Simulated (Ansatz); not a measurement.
SrCl2 (started from an entry of an open crystallographic database) (r2SCAN geometry), in Ansatz:

```yaml
crystal:
  lattice:
    - [0.00000, 3.49765, 3.49765]
    - [3.49765, 0.00000, 3.49765]
    - [3.49765, 3.49765, 0.00000]
  atoms:
    - { symbol: Sr, position: [0.00000, 0.00000, 0.00000] }
    - { symbol: Cl, position: [0.25000, 0.25000, 0.25000] }
    - { symbol: Cl, position: [0.75000, 0.75000, 0.75000] }
```

G0W0@PBE with 321 empty bands, a screening cutoff of 140 eV and a 4×4×4 mesh (PAW, contour deformation) gives 7.451 eV over the mesh points, from a PBE gap of 5.312 eV; it sums over 333 bands with 331 plane waves in the screening and a wave cutoff of 420 eV. The G0W0 figures hold for the stated bands, cutoff and mesh and aren't extrapolated. No spin polarisation and no zero-point or thermal motion.

Problem. Another run gave a Kohn-Sham gap of 5.312 eV and a G0W0 gap of 7.272 eV, summing over 151 bands with 137 plane waves in the screening and a wave cutoff of 420 eV. What was changed?

Solution. Empty bands 139, screening cutoff 80 eV. The counts of bands and plane waves show that both rose or fell; the cutoff follows only within a few eV.

Problem. Estimate the gap with starting point HSE06.

Solution. 8.039 eV (+0.588 eV), from a Kohn-Sham gap of 6.591 eV.

Problem. Another run gave a Kohn-Sham gap of 5.937 eV and a G0W0 gap of 7.777 eV, summing over 333 bands with 331 plane waves in the screening and a wave cutoff of 500 eV. What was changed?

Solution. Starting point r2SCAN, with them a wave cutoff of 500 eV. The Kohn-Sham gap has moved while bands and screening basis stay; the higher wave cutoff is that of a meta-GGA.

Problem. Estimate the gap with starting point LDA.

Solution. 7.310 eV (-0.141 eV), from a Kohn-Sham gap of 4.850 eV.
